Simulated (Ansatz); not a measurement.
Values for one crystal, relaxed and computed with r²SCAN (plane waves, PAW; program Ansatz); other levels are named.

```yaml
volume_per_atom: 21.05 Å³
electronic_character: metallic (no gap)
Density of states at the Fermi level: 1.4 states/eV per atom (mean over ±0.08 eV)
Formation energy from the elements (no fitted shifts): -0.75 eV/atom
```

Task: Pick the material that matches.
A) La2WN4, I4/mmm (La on 4e, W on 2a, N on 4e, N on 4c)
B) TiSi, rock salt
C) YTiGe, I4/mmm (Ge on 4e, Ti on 4c, Y on 4e)
D) ScCu2Si2, I4/mmm (Sc on 2a, Si on 4e, Cu on 4d)

Result: C, YTiGe, I4/mmm (Ge on 4e, Ti on 4c, Y on 4e)

The workflow started from an entry of the Crystallography Open Database (COD), which files this formula under 2 space groups. Its standing as an ambient phase is unchecked. The r²SCAN relaxation kept the symmetry of its start; whether a distortion lowers the energy is not shown. No spin polarisation was allowed. The references are the lowest solids computed at this level, not always the standard phases. Spin–orbit coupling is left out wherever it is not named.

Potentials: the later of the program's two PAW sets.
